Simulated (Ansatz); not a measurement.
Equation of state of GaGe3 under r2SCAN

```cif
data_structure
_symmetry_space_group_name_H-M 'P 1'
_symmetry_Int_Tables_number 1
_cell_length_a 4.7902
_cell_length_b 4.7902
_cell_length_c 4.7902
_cell_angle_alpha 60.000
_cell_angle_beta 60.000
_cell_angle_gamma 60.000
_cell_volume 77.72
loop_
_atom_site_label
_atom_site_type_symbol
_atom_site_fract_x
_atom_site_fract_y
_atom_site_fract_z
_atom_site_occupancy
Ge1 Ge 0.50000 0.50000 0.50000 1
Ge2 Ge 0.75000 0.75000 0.75000 1
Ge3 Ge 0.25000 0.25000 0.25000 1
Ga1 Ga 0.00000 0.00000 0.00000 1
```

The cell comes from a database or a generator and needn't be the stable form of this composition.

The cell was scaled at fixed shape and fractions and run with Ansatz, Ansatz PAW, cutoff 500 eV; r2SCAN, k mesh 7 × 7 × 7 on the cell of 4 atoms, fermi-dirac occupations of 0.05 eV, no spin polarisation, no spin-orbit coupling. The potentials were made for PBE. Energies are those that the program minimises, any entropy of the smearing included. For a metal such a mesh isn't converged to the digits shown.

```tsv
V (Å³/atom)	energy over the lowest row (meV/atom)
18.2645	2.12
18.6531	0.00
19.0417	?
19.4303	6.13
19.8189	13.60
20.2075	23.55
20.5961	35.68
```

Question: Fit the third-order Birch-Murnaghan form, give V0, B0 and B′, and predict the energy left open.

Answer: With y = (V0/V)^(2/3), E = E0 + (9 V0 B0/16) [(y - 1)³ B′ + (y - 1)² (6 - 4y)]. Least squares through the rows shown give V0 = 18.6801 Å³/atom, E0 = -0.01 meV, B0 = 70.67 GPa (1 eV/Å³ = 160.218 GPa) and B′ = 4.97, with a largest miss of 0.00 meV. At V = 19.0417 the form with these constants gives 1.48 meV; the run gave 1.47 meV an atom.
